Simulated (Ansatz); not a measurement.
Relaxed C (graphite type, space group P6_3/mmc):

```
CELL_PARAMETERS angstrom
      2.46498     0.00000     0.00000
     -1.23249     2.13473     0.00000
      0.00000     0.00000     6.72886
ATOMIC_POSITIONS crystal
  C  0.00000 0.00000 0.25000
  C  0.00000 0.00000 0.75000
  C  0.33333 0.66667 0.25000
  C  0.66667 0.33333 0.75000
```

In each cell atom 1 (C, nearest neighbour C at 1.423 Å; its periodic images, 2.5 Å or more away, move with it) moves by s·(0.000, 0.000, 1.000) (along Cartesian z), the rest being held.

All values below come from PBE-D3(BJ) (plane waves to 420 eV, PAW, scalar-relativistic; Ansatz, a program for electronic structure). k mesh 12×12×4 (Γ-centred), Fermi-Dirac smearing 0.05 eV. With partly filled bands, energies and forces of such displacements shift with the k mesh and the smearing. F∥ is the force on the atom along that direction. C was relaxed with its symmetry unable to fall. The PAW data are Ansatz's earlier set. 

```tsv
s (Å)	F∥ (eV/Å)
-0.430	7.327
-0.344	5.841
-0.258	4.357
-0.172	2.888
-0.086	1.436
0.000	0.000
0.086	-1.436
0.172	-2.888
0.258	-4.357
0.344	-5.841
0.430	-7.327
```

Q: What is the force constant k = d²E/ds² of this move at s = 0?

A: 16.7 eV/Å². The forces along the line at the two nearest points give (1.436 − (-1.436)) / (2·0.086) = 16.70 eV/Å²; the next pair corrects for the finite step.

(For displaced atoms, the force is minus the slope of the energy, and its curvature is a force constant, which sets phonon frequencies.)
